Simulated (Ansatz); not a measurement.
Tl (hcp (Mg type), P6_3/mmc) at seven volumes, r²SCAN+D4 (plane waves, PAW; program Ansatz), shape and atoms relaxed at each. One row is withheld.

```csv
V (Å³/atom),P (GPa)
26.899,4.09
27.786,?
28.673,1.12
29.559,0.00
30.446,-0.93
31.333,-1.68
32.220,-2.27
```

Task: Fit the shown pressures and predict the withheld one.

Result: P = (3/2)B₀(x^(7/2) − x^(5/2))[1 + (3/4)(B′ − 4)(x − 1)] with x = (V₀/V)^(2/3). Least squares on the six rows gives V₀ = 29.556 Å³/atom, B₀ = 33.5 GPa, B′ = 5.50. At V = 27.786, x = 1.0420 and P = 2.45 GPa. The run itself gave 2.47 GPa.

Symmetry was held in the r²SCAN+D4 relaxation. The pairwise dispersion correction was not fitted to metals. Spin–orbit coupling is left out wherever it is not named.

Potentials: the later of the program's two PAW sets.
